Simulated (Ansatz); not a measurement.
TiSi3O8 on the sites of the rutile structure (relaxed group Cmmm): a relaxation of cell and atoms in the PAW code Ansatz (PBE). The starting cell was estimated from covalent radii.

The input:
```yaml
crystal:
  lattice:
    - [3.22451119, -3.22451119, 0.0]
    - [3.22451119, 3.22451119, 0.0]
    - [0.0, 0.0, 6.13944615]
  atoms:
    - { symbol: Si, position: [0.5, 0.5, 0.0] }
    - { symbol: Si, position: [0.0, 0.0, 0.75] }
    - { symbol: O, position: [0.1940277, 0.1940277, 0.0] }
    - { symbol: O, position: [0.8059723, 0.8059723, 0.0] }
    - { symbol: O, position: [0.6940277, 0.3059723, 0.75] }
    - { symbol: O, position: [0.3059723, 0.6940277, 0.75] }
    - { symbol: Ti, position: [0.5, 0.5, 0.5] }
    - { symbol: Si, position: [0.0, 0.0, 0.25] }
    - { symbol: O, position: [0.1940277, 0.1940277, 0.5] }
    - { symbol: O, position: [0.8059723, 0.8059723, 0.5] }
    - { symbol: O, position: [0.6940277, 0.3059723, 0.25] }
    - { symbol: O, position: [0.3059723, 0.6940277, 0.25] }
kpoints:
  mp_grid: { grid: [6, 6, 4] }
hamiltonian:
  xc: pbe
scf:
  occupations: { method: fermi_dirac, width: 0.02 }
relax:
  f_tol: 0.005
  cell: {}
```

Problem. It took 18 s on 1 × NVIDIA H100 80GB HBM3 with 2 threads of AMD EPYC 7R13 Processor (Zen 3) (shared host). What peak of host memory did it reach?

Solution. About 1.1 GiB.

Problem. What will the output look like, and what does it show?

Solution. Abridged output:
```
Functional definition: PBE
  parameter kappa = 0.804
  parameter beta = 0.06672455060314922
  exchange = pbe_x(kappa = kappa, mu = beta*pi^2/3)
  correlation = pbe_c(beta = beta)
Crystal: 12 atoms, lattice volume = 127.669 Å³
Basis set: ecut = 420 eV, 2501 PW (Γ)
Bands: 48, of which v1, the nominal top of the filled ones, is band 36 counted from 1 (35 counted from 0)
Symmetry: 8 space group operations
Space group: Cmmm (ITA 65)
k-points: 39 of 144
preconditioner: auto → Resta (q_TF=auto, 2.480 Å⁻¹)  ε∞=5.5  [insulator: Δε(μ)=1.473 eV  σ=0.020 eV  ℏωp=26.3 eV]
relax step 1: F+E_penalty+E_count = -8954.32758942 eV  max|allowed force component| = 2.584e0 eV/Å  Δτ_max = 0.0000 Å  P = -34.446 GPa  Ω = 127.669 Å³
relax step 2: F+E_penalty+E_count = -8957.16597286 eV  max|allowed force component| = 1.664e0 eV/Å  Δτ_max = 0.0544 Å  P = -22.995 GPa  Ω = 115.944 Å³
relax step 3: F+E_penalty+E_count = -8958.44156515 eV  max|allowed force component| = 4.008e-1 eV/Å  Δτ_max = 0.0610 Å  P = +3.360 GPa  Ω = 103.311 Å³
relax step 4: F+E_penalty+E_count = -8958.45211011 eV  max|allowed force component| = 2.810e-1 eV/Å  Δτ_max = 0.0148 Å  P = -0.047 GPa  Ω = 104.530 Å³
relax step 5: F+E_penalty+E_count = -8958.45663023 eV  max|allowed force component| = 3.507e-2 eV/Å  Δτ_max = 0.0086 Å  P = -0.132 GPa  Ω = 104.622 Å³
relax step 6: F+E_penalty+E_count = -8958.45709407 eV  max|allowed force component| = 9.225e-3 eV/Å  Δτ_max = 0.0015 Å  P = +0.065 GPa  Ω = 104.586 Å³
relax step 7: F+E_penalty+E_count = -8958.45685562 eV  max|allowed force component| = 1.933e-3 eV/Å  Δτ_max = 0.0006 Å  P = -0.003 GPa  Ω = 104.637 Å³
relax step 8: F+E_penalty+E_count = -8958.41511769 eV  max|allowed force component| = 3.300e-3 eV/Å  Δτ_max = 0.0000 Å  P = -0.836 GPa  Ω = 104.637 Å³  (SCF on a basis re-selected at this cell)
relax step 9: F+E_penalty+E_count = -8958.41814335 eV  max|allowed force component| = 1.046e-2 eV/Å  Δτ_max = 0.0014 Å  P = +0.064 GPa  Ω = 104.269 Å³
relax step 10: F+E_penalty+E_count = -8958.41802750 eV  max|allowed force component| = 1.594e-3 eV/Å  Δτ_max = 0.0003 Å  P = -0.001 GPa  Ω = 104.292 Å³
relax step 11: F+E_penalty+E_count = -8958.41599169 eV  max|allowed force component| = 1.658e-3 eV/Å  Δτ_max = 0.0000 Å  P = -0.027 GPa  Ω = 104.292 Å³  (SCF on a basis re-selected at this cell)
SCF converged after 8 iterations
Free energy (F): -8958.415992 eV
Fermi energy:    10.595014 eV
--- Per-component energies (eV) ---
  E_band       = -116.084787
  E_kinetic    = 1836.614746
  E_local      = -3505.717834
  E_nonlocal   = 450.565570
  E_hartree    = 1298.126683
  E_xc         = -862.014531
  E_vxc        = -1028.497077
  E_paw        = -3852.299289
  E_vpaw       = -465.323900
  E_ewald      = -4323.711680
--- Forces (eV/Å), atoms counted from 1 ---
  atom   1  Si      0.00000      0.00000      0.00000
  atom   2  Si      0.00000      0.00000      0.00022
  atom   3  O       0.00095      0.00000      0.00000
  atom   4  O     -0.00095      0.00000      0.00000
  atom   5  O       0.00000      0.00166      0.00052
  atom   6  O       0.00000    -0.00166      0.00052
  atom   7  Ti      0.00000      0.00000      0.00000
  atom   8  Si      0.00000      0.00000    -0.00022
  atom   9  O       0.00091      0.00000      0.00000
  atom  10  O     -0.00091      0.00000      0.00000
  atom  11  O       0.00000      0.00166    -0.00052
  atom  12  O       0.00000    -0.00166    -0.00052
--- Stress (GPa, compression-positive) ---
       -0.032142       0.000000       0.000000
        0.000000      -0.026683       0.000000
        0.000000       0.000000      -0.022915
  P = ⅓ Tr σ = -0.0272 GPa (-0.272 kbar)
--- Relaxed structure (9 steps of the walk, 9 accepted, 2 SCFs on fresh bases) ---
  F+E_penalty+E_count = -8958.41599169 eV   max|allowed force component| = 1.658e-3 eV/Å
  cell:  # Å, volume = 104.2915 Å³
    - [3.092959, -3.041713, 0.000000]
    - [3.092959, 3.041713, 0.000000]
    - [0.000000, 0.000000, 5.542767]
  atoms:
    - { symbol: Si, position: [0.500000, 0.500000, 0.000000] }
    - { symbol: Si, position: [0.000000, 0.000000, 0.755549] }
    - { symbol: O, position: [0.193519, 0.193519, 0.000000] }
    - { symbol: O, position: [0.806481, 0.806481, 0.000000] }
    - { symbol: O, position: [0.699945, 0.300055, 0.767393] }
    - { symbol: O, position: [0.300055, 0.699945, 0.767393] }
    - { symbol: Ti, position: [0.500000, 0.500000, 0.500000] }
    - { symbol: Si, position: [0.000000, 0.000000, 0.244451] }
    - { symbol: O, position: [0.181328, 0.181328, 0.500000] }
    - { symbol: O, position: [0.818672, 0.818672, 0.500000] }
    - { symbol: O, position: [0.699945, 0.300055, 0.232607] }
    - { symbol: O, position: [0.300055, 0.699945, 0.232607] }
```
The trailing digits, and the zero of the energies, depend on the potentials and thresholds.

In 9 steps the volume changed by -18.3 %; between the first SCF and the last, each on a basis chosen for its cell, the energy fell by 341 meV an atom. At the end: space group Cmmm (No. 65), orthorhombic; a = 6.083 Å, b = 6.186 Å, c = 5.543 Å in the conventional setting, 8.69 Å³ an atom. Si is surrounded by 6 O at 1.77–1.90 Å; Si is surrounded by 6 O at 1.81–1.83 Å; O is surrounded by 3 Si at 1.81–1.90 Å; O is surrounded by 2 Si at 1.77–1.83 Å and 1 Ti at 1.92 Å; Ti is surrounded by 6 O at 1.92–1.97 Å; O is surrounded by 2 Si at 1.81 Å and 1 Ti at 1.97 Å.

Simulation only: spin-unpolarised, and no claim that this is the phase found in nature.
